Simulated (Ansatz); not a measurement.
The start is a relaxed GaN cell with every coordinate shifted by Gaussian noise of σ = 0.3 Å. A full variable-cell relaxation at zero pressure is run with PBE (plane waves to 420 eV, PAW, scalar-relativistic; Ansatz, a quantum-chemistry and plane-wave program). The first steps use a coarse 8×8×5 k-mesh.

Starting cell:
```
GaN
1.0
    3.21838     0.00000     0.00000
   -1.60919     2.78720     0.00000
    0.00000     0.00000     5.24305
Ga N
2 2
Direct
  0.62258   0.25235   0.95316
  0.33061   0.57472   0.52755
  0.84745   0.29001   0.58670
  0.41220   0.65715   0.20438
```

```json
{
  "energy_released": "about 2.2 eV/atom",
  "relative_to_the_parent": "It returns to the parent structure, P6₃mc (No. 186)",
  "Shortest distances (start → end)": "The closest pairs of elements (up to four, under 3.6 Å), start → end: Ga–N 1.39 → 1.97 Å; N–N 2.56 → 3.21 Å; Ga–Ga 2.81 → 3.21 Å",
  "band_gap_at_the_end": "1.71 eV, direct at Γ (no spin-orbit coupling)",
  "optimiser_moves": "6"
}
```

Final values are on a 12×12×6 k-mesh of the relaxed cell. The start holds a very short contact (N–Ga 1.39 Å). No spin polarisation in the result.
